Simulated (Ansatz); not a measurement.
Task: Ru (hcp (Mg type), P6_3/mmc) is relaxed with PBE (plane waves, PAW; program Ansatz). What lattice parameters of the conventional cell result?

Result: a = 2.721 Å, c = 4.295 Å.

The PBE relaxation kept the symmetry of its start. The run is not spin-polarised. Axis ratios of metals converge slowly with the k-mesh, so a and c are less sure than the volume.

Potentials: the later of the program's two PAW sets.
